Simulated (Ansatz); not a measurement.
A relaxed cell of Be3TeF4 is given with its symmetry left out. The cell was found from a structure generator's guess, not taken from experiment.

Level of theory: DFT PBE, scalar-relativistic, plane waves, PAW in Ansatz 0.2.0. Cutoff 420 eV, Γ-centred mesh, Gaussian smearing, no spin polarisation.

```
Be Te F
1.0
     4.84635    0.00000    0.00000
     0.00000    4.84635    0.00000
     0.00000    0.00000    4.84635
Be Te F
3 1 4
Cartesian
  2.4232 0.0000 0.0000
  0.0000 2.4232 0.0000
  0.0000 0.0000 2.4232
  2.4232 2.4232 2.4232
  0.0000 0.0000 0.0000
  0.0000 2.4232 2.4232
  2.4232 0.0000 2.4232
  2.4232 2.4232 0.0000
```

Formation energies are uncorrected and refer to the elements' standard structures at the same level (F₂ as a molecule).

(1) What space group does it have?

(2) What is its formation energy per atom?

(3) Is it a metal?

## Answers

(1) Pm-3m (No. 221). Conventional cell: a = 4.846 Å. Be is surrounded by 6 F at 2.42 Å (long contacts); Te is surrounded by 6 F at 2.42 Å; around F on a site of symmetry m-3m lie 6 Be at 2.42 Å (long contacts); around F on a site of symmetry 4/mmm lie 2 Te at 2.42 Å and 4 Be at 2.42 Å.

(2) −0.19 eV/atom.

(3) Yes, bands cross the Fermi level on the 8×8×8 mesh.

The last run used an 8×8×8 mesh for its 8-atom cell and Gaussian smearing of 0.10 eV. Spin–orbit coupling, which can matter for Te, is left out. The reference form of Te is held partly by dispersion forces, which this level lacks. Symmetry constrained the relaxation, so the result can be a saddle point. Another cell of Be3TeF4 relaxed alike, in P1, lies 2.25 eV/atom lower, so this cell isn't the stable form at this level.
